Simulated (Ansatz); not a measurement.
CO on a (111) slab of Ag (Fm-3m (No. 225)), 3 planes, outer planes Ag (top) and Ag (bottom), 1 a cell of 28.7 Å², relaxed and still whole (its atoms last):

```xyz
14
Lattice="5.7607 0.0000 0.0000 -2.8803 4.9889 0.0000 0.0000 0.0000 22.9701" Properties=species:S:1:pos:R:3 pbc="T T T"
Ag    1.4402    0.8315    8.0000
Ag    0.0000    3.3259    8.0000
Ag    4.3205    0.8315    8.0000
Ag    2.8803    3.3259    8.0000
Ag    2.8806    1.6474   10.3495
Ag    1.4277    4.1648   10.3475
Ag   -0.0002    1.6629   10.3383
Ag   -1.4259    4.1655   10.3507
Ag   -1.4392    2.4940   12.6563
Ag    0.0007    0.0021   12.6548
Ag    1.4379    2.4924   12.6549
Ag    2.8793    0.0003   12.7269
C     3.0081   -0.0068   14.8503
O     3.1741   -0.0174   15.9829
```

Method: DFT PBE+D3(BJ), scalar-relativistic, plane waves, PAW (Ansatz 0.2.0). Cutoff 420 eV; k points 4×4×1 on the computed 14-atom cell (Γ-centred); Gaussian smearing, width 0.10 eV; no spin polarisation. A dipole correction removes the field between periodic images along c.

It binds with 0.38 eV a molecule against the clean slab and the free molecule (no zero-point or thermal terms); its shortest contact is C–Ag 2.13 Å. Take first-order desorption with no barrier to adsorption, no reaction on the face and an assumed prefactor of 10^13 s⁻¹.

Q: How long does a molecule stay at 473 K?

A: τ = ν⁻¹·exp(E/k_BT) with k_BT = 0.0408 eV: E/k_BT = 9.3, so τ ≈ 1×10^-9 s. At about one hit a site a second (10⁻⁶ mbar) the coverage is near τ × 1 s⁻¹, so a layer needs roughly 9×10^2 mbar.

Q: Where does its peak lie in a desorption experiment heated at 5 K/s?

A: The peak obeys E/(k_B·T_p²) = (ν/β)·exp(−E/k_BT_p). Solving gives T_p ≈ 147 K (E/k_BT_p = 29.9). An error of 0.1 eV in E moves it by about 39 K, and larger molecules have larger prefactors, which lowers it.

Q: Is this physisorption or chemisorption?

A: The tightest contact, C–Ag 2.13 Å, is 0.96 times the sum of covalent radii, and deformation and lateral interaction add up to +0.02 eV. This is chemisorption.